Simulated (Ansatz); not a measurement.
A relaxed structure of Bi2Se3 is spoiled in several ways and relaxed again each time (noise and exchanges are one random draw each; squeezed and stretched starts keep its symmetry, which their runs cannot lower; pressure is positive under compression). These are PBEsol (plane waves to 420 eV, PAW, scalar-relativistic; Ansatz, a program for electronic structure) values and carry that method's errors.

Space group R-3m, hexagonal axes (No. 166); a = b = 4.132 Å, c = 28.543 Å, α = β = 90.00°, γ = 120.00°

| atom | site | symmetry | x | y | z |
|---|---|---|---|---|---|
| Bi | 6c | 3m | 0.0000 | 0.0000 | 0.4004 |
| Se | 3a | -3m | 0.0000 | 0.0000 | 0.0000 |
| Se | 6c | 3m | 0.0000 | 0.0000 | 0.2114 |
(The calculation used a cell of 5 atoms; values per cell refer to that cell.)

Problem. One start gave a first pressure of +3.5 GPa, a largest first force of 1.28 eV/Å and released 0.10 eV/atom. Which change was it?
A) stretched uniformly to 115 % of its volume
B) deformed by the Cartesian strain tensor (xx, yy, zz, yz, xz, xy) = (0.000, -0.014, -0.012, -0.056, -0.019, -0.009)
C) with every coordinate shifted by Gaussian noise of σ = 0.3 Å

Solution. B, deformed by the Cartesian strain tensor (xx, yy, zz, yz, xz, xy) = (0.000, -0.014, -0.012, -0.056, -0.019, -0.009). All starts:

```csv
change,first pressure (GPa),largest first force (eV/Å),released (eV/atom),moves,outcome,final group,E − E(parent) (eV/atom)
with every coordinate shifted by Gaussian noise of σ = 0.3 Å,9.4,3.72,0.33,8,returns to the parent,R-3m,0.000
stretched uniformly to 115 % of its volume,-6.6,0.87,0.10,9,returns to the parent,R-3m,0.000
"deformed by the Cartesian strain tensor (xx, yy, zz, yz, xz, xy) = (0.000, -0.014, -0.012, -0.056, -0.019, -0.009)",3.5,1.28,0.10,5,returns to the parent,R-3m,0.000
```

First-step values come from each run's starting, coarser k-mesh (7×7×7, 6×6×6). Each cell has its own k-point mesh; energy differences are given only to the digits this allows. No spin polarisation in the result.
